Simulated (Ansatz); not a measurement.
Input:

TiN (rock salt)

```yaml
crystal:
  lattice:
    - [0.00000, 4.23332, 4.23332]
    - [2.11666, 0.00000, 2.11666]
    - [2.11666, 2.11666, 0.00000]
  atoms:
    - { symbol: N, position: [0.00000, 0.00000, 0.00000] }
    - { symbol: N, position: [0.50000, 0.00000, 0.00000] }
    - { symbol: Ti, position: [0.25000, 0.50000, 0.50000] }
    - { symbol: Ti, position: [0.75000, 0.50000, 0.50000] }
```

Scan: atom 4 (Ti, nearest neighbour N at 2.117 Å; its periodic images, 3.0 Å or more away, move with it) is displaced along Cartesian z, direction (0.000, 0.000, 1.000) in Cartesian axes, by s. The other atoms stay.

These are r2SCAN (plane waves to 500 eV, PAW, scalar-relativistic; Ansatz, a program for electronic structure) values and carry that method's errors. k mesh 15×15×15 (Γ-centred), Fermi-Dirac smearing 0.05 eV. E stands for the smeared free energy. Left out: 4 of 11 points, with atoms too close for the PAW data. With partly filled bands, energies and forces of such displacements shift with the k mesh and the smearing. The PAW data are Ansatz's earlier set. TiN is run without spin polarisation. TiN was relaxed with its symmetry unable to fall. ΔE is measured from the undisplaced structure.

The scan covers s from -0.378 to 0.378 Å in 7 points.

Task: Is the energy the same for equal positive and negative displacements?

Result: Even: the same for both signs. With its periodic images moving along, the atom's site symmetry in this cell is -3m.

Task: What force acts on the atom along the line at s = -0.378 Å?

Result: 6.97 eV/Å.

Task: What is the energy change at s = 0.378 Å?

Result: 1018 meV/cell.

Task: What is the force constant k = d²E/ds² of this move at s = 0?

Result: 9.70 eV/Å².

(A displaced cell: forces are minus the slopes of the energy, force constants its curvatures, and phonons follow from these.)
